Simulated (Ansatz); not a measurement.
**BeCr$_{2}$: reading a single point**

```
CELL_PARAMETERS angstrom
0.00000 4.23045 0.00000
4.23045 0.00000 0.00000
2.11523 2.11523 -4.04785
ATOMIC_POSITIONS crystal
Cr 0.37500 0.37500 0.75000
Cr 0.62500 0.12500 0.25000
Cr 0.87500 0.87500 0.75000
Cr 0.12500 0.62500 0.25000
Be 0.00000 0.00000 0.00000
Be 0.75000 0.25000 0.50000
```

The numbers come from plane-wave PAW DFT (Ansatz): PBE, spin-orbit coupling, 420 eV, 5×5×5 Γ-centred k points, fermi-dirac occupations (width 0.1 eV). Nothing was relaxed.

Magnetic state (reached from a saved solution, and it need not be the lowest): Cr1 along (0.09, 0.08, -0.99), Cr2 along (-0.09, -0.09, 0.99), Cr3 along (0.09, 0.09, -0.99), Cr4 along (-0.08, -0.09, 0.99).

**Moments.** Cr1 1.89, Cr2 1.89, Cr3 1.89, Cr4 1.89 μB of spin moment in Bader basins; net size 0.00 μB a cell.
**At the Fermi level.** It is a metal, with about 6.6 states/eV a cell as the mean within 0.25 eV of the Fermi level, mostly Cr d (90 %).
**Stress.** The pressure is 27.2 GPa (compression positive), so with the atoms held at these fractions the cell would first expand; the forces are large, so a full relaxation may end otherwise. The principal stresses 23.3, 29.1, 29.1 GPa differ, so its shape would change too.
**Formation energy.** 2.26 eV an atom against the elements' usual phases (free molecules for gases, crystals otherwise, with no correction for O₂ or N₂), so at this geometry it isn't bound against them. Relaxing would lower it.
**Forces.** The largest is on Cr2 (and as large on other atoms): 5.50 eV/Å, components (0.00, -5.50, 0.00). It makes 126° with the line to a nearest neighbour, Be5 at 1.81 Å.

Origin: a known structure type with other elements, at an estimated volume, so it need not be a known compound. Caveats: the k mesh is coarse if the cell is a metal; atoms or cell far from equilibrium; the SCF threshold is loose for a stress.
